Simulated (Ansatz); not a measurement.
## A vibration from a frozen displacement in YSe

Method: DFT PBEsol, scalar-relativistic, plane waves, PAW (Ansatz 0.2.0). Cutoff 420 eV, Γ-centred 14×14×14 k-points, Gaussian smearing of 0.15 eV. No spin polarisation. Energies are free energies at this smearing, counted from the undisturbed cell; pressure is positive in compression.

The starting cell (as given, not relaxed at this level; it stands at -2.5 GPa, and it needn't be the usual structure):

```yaml
crystal:
  lattice:
    - [0.00000, 2.87500, 2.87500]
    - [2.87500, 0.00000, 2.87500]
    - [2.87500, 2.87500, 0.00000]
  atoms:
    - { symbol: Y, position: [0.00000, 0.00000, 0.00000] }
    - { symbol: Se, position: [0.50000, 0.50000, 0.50000] }
```

Every Se atom is moved by x along the Cartesian unit vector (0.000, 0.000, 1.000); the cell and all other atoms stay fixed. The cell's volume is 47.53 Å³; the moved atoms weigh 78.971 u together and the others 88.906 u. Some rows repeat others by symmetry and weren't run.

| x (Å) | ΔE (meV/cell) | total force on the moved atoms along the move (eV/Å) | pressure (GPa) |
| --- | --- | --- | --- |
| -0.2000 | 128.14 | 1.3356 | -1.1116 |
| -0.1750 | 97.14 | 1.1462 | -1.4492 |
| -0.1500 | 70.76 | 0.9658 | -1.7391 |
| -0.1250 | 48.78 | 0.7933 | -1.9826 |
| -0.1000 | 31.04 | 0.6272 | -2.1805 |
| -0.0750 | 17.38 | 0.4662 | -2.3338 |
| -0.0500 | 7.70 | 0.3088 | -2.4429 |
| -0.0250 | 1.92 | 0.1538 | -2.5083 |
| 0.0000 | 0.00 | 0.0000 | -2.5301 |
| 0.0250 | 1.92 | -0.1538 | -2.5083 |
| 0.0500 | 7.70 | -0.3088 | -2.4429 |
| 0.0750 | 17.38 | -0.4662 | -2.3338 |
| 0.1000 | 31.04 | -0.6272 | -2.1805 |
| 0.1250 | 48.78 | -0.7933 | -1.9826 |
| 0.1500 | 70.76 | -0.9658 | -1.7391 |
| 0.1750 | 97.14 | -1.1462 | -1.4492 |
| 0.2000 | 128.14 | -1.3356 | -1.1116 |

Problem. What frequency belongs to this motion?

Solution. The force constant is k = −dF/dx = 6.152 eV/Å², from the parabola through x = -0.0250, 0 and 0.0250. In every cell the moved atoms swing against the rest, so the mass is μ = m₁m₂/(m₁ + m₂) = 41.822 u, and ν̃ = 521.5 cm⁻¹ × √(|k|/μ) = 200 cm⁻¹, at this cell's pressure of -2.5 GPa. To first order in x, and within 1 %, the force on every atom lies along the move and, within each of the two groups, in proportion to the atom's mass, so this is itself a mode at the zone centre of this cell.

Problem. How far does the harmonic law reach?

Solution. At x = -0.200 Å, kx²/2 = 123.04 meV against the computed 128.14 meV (+4.1 %): the well is still close to harmonic there.

Problem. The pressure changes with x². What does that say about the frequency under compression?

Solution. With E = k(V)x²/2, k ∝ V^(−2γ) and x scaling with the cell as V^(1/3), P − P0 = −∂E/∂V = (2γ − 2/3) ΔE/V. At x = 0.0500 Å, V(P − P0) = 47.53 × 0.08716 / 160.2 eV = 25.86 meV and ΔE = 7.70 meV, so γ = 1/3 + V(P − P0)/(2ΔE) = 2.01. This is the Grüneisen parameter of the motion under uniform scaling of the cell: shrinking the cell evenly by 1 % in volume raises the frequency by about 2.01 %.

In a metal these slopes depend on the k mesh and the smearing.